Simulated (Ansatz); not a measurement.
In$_{2}$O$_{3}$:
```xyz
5
Lattice="3.4178 0.0000 0.0000 -1.7089 2.9599 0.0000 0.0000 0.0000 6.0542" Properties=species:S:1:pos:R:3 pbc="T T T"
In     1.7089     0.9866     4.6152
In     0.0000     1.9733     1.4391
O      1.7089     0.9866     2.0967
O      0.0000     1.9733     3.9575
O      0.0000     0.0000     0.0000
```

Relaxed with r²SCAN+D4.

Task: Tabulate the valence density and the electron localisation function along the shortest In–O contact (2.08 Å), r²SCAN+D4 (plane waves, PAW; program Ansatz).

Result: 

```tsv
distance from In (Å)	density (e/Å³)	ELF
0.21	9.54	0.00
0.31	8.05	0.01
0.42	6.41	0.02
0.52	4.77	0.06
0.62	3.26	0.12
0.73	2.00	0.16
0.83	1.11	0.17
0.94	0.67	0.15
1.04	0.59	0.18
1.14	0.66	0.33
1.25	0.85	0.59
1.35	1.21	0.77
1.46	1.83	0.82
1.56	2.81	0.80
1.66	4.17	0.74
1.77	5.74	0.62
1.87	7.20	0.44
```

The density is the valence pseudo-density with augmentation charge, so density and ELF within about 1 Å of a nucleus are not all-electron values.

Space group P-3m1 (La2O3 or Ni2Al3 type). The start of the workflow was typed in or built on a structure type; neither database checked (COD, Materials Project) lists it. It is not the phase usual at ambient conditions (space group No. 206). Symmetry was held in the r²SCAN+D4 relaxation. At this level the phase is mechanically unstable. The volume moved by -25 % from the start of the relaxation.

Potentials: the earlier of the program's two PAW sets.
